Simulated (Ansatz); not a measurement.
The relaxed structure here is a generated cell of Cu: the first start was made by placing the elements on the sites of a structure type, and the end was not matched to a known phase here, so it may be hypothetical. Known forms of Cu include space group No. 225.

A relaxed cell of Cu (Fd-3m (No. 227)), relaxed on a k-mesh at least as fine as the one used below. All values below come from PBEsol (plane waves to 420 eV, PAW, scalar-relativistic; Ansatz, a program for electronic structure). Γ-centred k-mesh 11×11×11 on the run's cell (coarser than for final values), Fermi–Dirac smearing 0.05 eV.

```
CELL_PARAMETERS angstrom
      0.00000     5.23059     5.23059
      2.61530     2.61530     5.23059
      2.61530     2.61530     0.00000
ATOMIC_POSITIONS crystal
  Cu 0.00000 0.25000 0.25000
  Cu 0.50000 0.25000 0.25000
  Cu 0.00000 0.00000 0.00000
  Cu 0.50000 0.00000 0.00000
```

The atoms are displaced along an unstable phonon of this cell by (Å):

```csv
atom,ux,uy,uz
Cu1,0.143,0.045,0.000
Cu2,-0.143,-0.045,0.000
Cu3,0.045,0.143,0.000
Cu4,-0.045,-0.143,0.000
```

What forces (eV/Å) and pressure result?


```csv
atom,Fx,Fy,Fz
Cu1,0.30,0.09,0.09
Cu2,-0.30,-0.09,0.09
Cu3,0.09,0.30,-0.09
Cu4,-0.09,-0.30,-0.09
```

Pressure -1.0 GPa.

The undisplaced cell is probably no minimum: from this displacement the run went on to Fm-3m (No. 225), 1.20 eV/atom below it.

No spin polarisation in the result.
